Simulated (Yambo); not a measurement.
## Optical response of Ru

```
CELL_PARAMETERS angstrom
      2.70783     0.00000     0.00000
     -1.35392     2.34505     0.00000
      0.00000     0.00000     4.26810
ATOMIC_POSITIONS crystal
  Ru 0.33333 0.66667 0.25000
  Ru 0.66667 0.33333 0.75000
```

Yambo, RPA with local fields on PBEsol bands; 21×21×12 mesh, 46 bands, 4 Ry local-field block, 0.25 eV broadening; field along z.

```csv
E (eV),Im ε,"Im ε, independent particles"
0.6,41.2,41.3
1.2,45.3,45.4
1.9,40.9,40.9
2.5,33.2,33.2
3.1,25.0,25.0
3.8,22.0,22.1
4.4,13.9,14.0
5.0,8.42,8.47
5.6,5.66,5.70
6.2,4.38,4.42
6.9,3.45,3.47
7.5,2.38,2.39
8.1,1.81,1.82
8.8,1.34,1.36
9.4,1.14,1.16
10.0,1.20,1.21
10.6,1.35,1.35
11.2,1.93,1.92
11.9,2.13,2.11
12.5,2.24,2.22
13.1,2.51,2.50
13.8,2.36,2.37
14.4,2.33,2.34
15.0,2.21,2.26
15.6,2.22,2.33
16.2,2.96,3.36
16.9,3.25,3.85
17.5,2.97,3.46
18.1,2.77,3.28
18.8,2.86,3.37
19.4,2.77,3.27
20.0,2.88,3.21
```

Only interband transitions are included: the Drude term is missing, so nothing below about 0.6 eV and no real part is shown. Peak heights and small wiggles depend on the k mesh.

Spin-orbit coupling is not included.

Geometry of the Materials Project entry, not relaxed at this level.
